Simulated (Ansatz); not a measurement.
MgScAlO$_{4}$:
```cif
data_AlMgO4Sc
_chemical_formula_sum 'Mg1 Sc1 Al1 O4'
_space_group_name_H-M_alt 'P 1'
_space_group_IT_number 1
_cell_length_a 8.48353
_cell_length_b 8.48353
_cell_length_c 8.48353
_cell_angle_alpha 22.015
_cell_angle_beta 22.015
_cell_angle_gamma 22.015
loop_
_space_group_symop_operation_xyz
  'x, y, z'
loop_
_atom_site_label
_atom_site_type_symbol
_atom_site_fract_x
_atom_site_fract_y
_atom_site_fract_z
_atom_site_occupancy
Mg1 Mg 0.21738 0.21738 0.21738 1
Sc1 Sc 0.00466 0.00466 0.00466 1
Al1 Al 0.78662 0.78662 0.78662 1
O1 O 0.12059 0.12059 0.12059 1
O2 O 0.86190 0.86190 0.86190 1
O3 O 0.29714 0.29714 0.29714 1
O4 O 0.71200 0.71200 0.71200 1
```

Relaxed with PBEsol.

Task: Which orbitals make up the states near the band edges in plane-wave PAW PBEsol (Ansatz code)?

Result: Top 1 eV of the valence band: O 2p 95 %. Bottom 1 eV of the conduction band: Sc 3d 81 %, O 2p 9 %. Projections are on Löwdin-orthogonalised atomic valence shells; empty p or d shells of many metals are not among them.

Task: Tabulate the density of states.

Result: States/eV per cell of 7 atoms, in 0.25 eV bins, energy from the valence-band maximum.

```
E (eV)  total  O 2p  Sc 3d  Al 3p
------  -----  ----  -----  -----
-6.10    0.00  0.00   0.00   0.00
-5.85    1.30  0.92   0.02   0.11
-5.60    2.49  1.78   0.04   0.23
-5.35    1.40  1.02   0.02   0.10
-5.10    0.87  0.64   0.02   0.06
-4.85    1.01  0.76   0.02   0.09
-4.60    1.16  0.88   0.03   0.12
-4.35    1.75  1.34   0.10   0.18
-4.10    3.35  2.69   0.13   0.30
-3.85    6.14  5.10   0.23   0.39
-3.60    2.71  2.28   0.07   0.24
-3.35    2.98  2.41   0.24   0.14
-3.10    5.38  4.36   0.46   0.15
-2.85    3.38  2.80   0.22   0.09
-2.60    5.70  4.75   0.37   0.12
-2.35    4.98  4.13   0.48   0.09
-2.10    6.31  5.25   0.72   0.07
-1.85    5.17  4.34   0.59   0.04
-1.60    5.27  4.67   0.32   0.06
-1.35    6.11  5.55   0.29   0.06
-1.10    7.71  7.22   0.22   0.03
-0.85    8.62  8.15   0.20   0.04
-0.60    3.44  3.26   0.08   0.01
-0.35    3.43  3.29   0.06   0.01
-0.10    5.33  5.16   0.07   0.00
0.15     0.00  0.00   0.00   0.00
0.40     0.00  0.00   0.00   0.00
0.65     0.00  0.00   0.00   0.00
0.90     0.00  0.00   0.00   0.00
1.15     0.00  0.00   0.00   0.00
1.40     0.00  0.00   0.00   0.00
1.65     0.00  0.00   0.00   0.00
1.90     0.00  0.00   0.00   0.00
2.15     0.00  0.00   0.00   0.00
2.40     0.00  0.00   0.00   0.00
2.65     0.00  0.00   0.00   0.00
2.90     0.00  0.00   0.00   0.00
3.15     0.00  0.00   0.00   0.00
3.40     0.00  0.00   0.00   0.00
3.65     0.00  0.00   0.00   0.00
3.90     0.00  0.00   0.00   0.00
4.15     0.00  0.00   0.00   0.00
4.40     0.05  0.00   0.00   0.00
4.65     2.33  0.25   1.82   0.02
4.90     4.95  0.42   4.10   0.04
5.15     2.31  0.15   1.88   0.04
5.40     3.33  0.37   2.62   0.07
5.65     6.25  0.73   5.04   0.09
5.90     5.69  0.36   4.90   0.13
6.15     1.51  0.09   0.99   0.16
6.40     0.97  0.12   0.17   0.24
6.65     2.55  0.29   0.59   0.52
6.90     2.92  0.32   0.64   0.81
7.15     2.73  0.30   0.81   0.67
7.40     2.31  0.25   0.98   0.36
7.65     2.76  0.32   1.50   0.27
7.90     7.75  1.46   4.64   0.62
8.15     2.36  0.39   0.92   0.18
8.40     3.62  0.52   1.14   0.24
8.65     1.62  0.17   0.36   0.07
8.90     0.08  0.01   0.00   0.01
9.15     0.20  0.02   0.01   0.03
```

Space group R3m. The workflow started from a Materials Project entry (that database holds measured and hypothetical structures alike); the Crystallography Open Database copy checked does not list it. Whether it is the stable phase at ambient conditions was not checked. The cell was relaxed with PBEsol under the symmetry of its start; whether a distortion lowers the energy is not shown. The run is not spin-polarised.

Potentials: the later of the program's two PAW sets.
